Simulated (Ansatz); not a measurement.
# Frozen-phonon scan for PbTe (rock salt)

PbTe (rock salt)

```
CELL_PARAMETERS angstrom
      0.00000     6.56940     6.56940
      3.28470     3.28470     6.56940
      3.28470     3.28470     0.00000
ATOMIC_POSITIONS crystal
  Te 0.00000 0.00000 0.00000
  Te 0.50000 0.00000 0.00000
  Pb 0.00000 0.50000 0.50000
  Pb 0.50000 0.50000 0.50000
```

A phonon eigenvector at X = (0.5, 0.5, 0.0) is frozen into this cell: atom i moves by Q times the vector below, so Q is the largest atomic displacement, in Å. The cell is held. It is one choice among 2 degenerate patterns. (q is in reciprocal vectors of the primitive cell; the cell shown is doubled to hold the pattern.)

| atom | x | y | z |
|---|---|---|---|
| Te1 | 0.000 | -1.000 | 0.000 |
| Te2 | 0.000 | 1.000 | 0.000 |
| Pb3 | 0.000 | -0.257 | 0.000 |
| Pb4 | 0.000 | 0.257 | 0.000 |

All values below come from PBE (plane waves to 420 eV, PAW, scalar-relativistic; Ansatz, a first-principles code). k mesh 9×9×9 (Γ-centred), Fermi-Dirac smearing 0.05 eV. Energies are smeared free energies. Compression counts positive. PbTe was relaxed with its symmetry unable to fall. Spin-orbit coupling is left out, though Pb and Te are heavy. The PAW data are Ansatz's earlier set. The zero of ΔE is the undisplaced structure.

```
Q (Å)   ΔE (eV/cell)  −dE/dQ from forces (eV/Å)  P (GPa)
------  ------------  -------------------------  -------
-0.100        0.0193                      0.402     0.21
-0.083        0.0132                      0.327     0.15
-0.067        0.0084                      0.256     0.10
-0.050        0.0047                      0.189     0.06
-0.033        0.0021                      0.125     0.03
-0.017        0.0005                      0.062     0.01
0.000         0.0000                      0.000     0.00
0.017         0.0005                     -0.062     0.01
0.033         0.0021                     -0.125     0.03
0.050         0.0047                     -0.189     0.06
0.067         0.0084                     -0.256     0.10
0.083         0.0132                     -0.327     0.15
0.100         0.0193                     -0.402     0.21
```

Key numbers:

| Property | Value |
|---|---|
| Energy at Q = 0.100 Å | 19.3 meV/cell |
| Space group of the distorted cell | Cmcm (No. 63), lowered from Fm-3m |
| Symmetry of the curve | even: the same for both signs |
| Shape of the curve | a single well with its minimum at or next to zero displacement |
| Harmonic wavenumber from the curvature (finite differences) | 60 cm⁻¹ |
| Wavenumber by perturbation theory (DFPT, on another k mesh) | 59 cm⁻¹ |

(A displaced cell: forces are minus the slopes of the energy, force constants its curvatures, and phonons follow from these.)
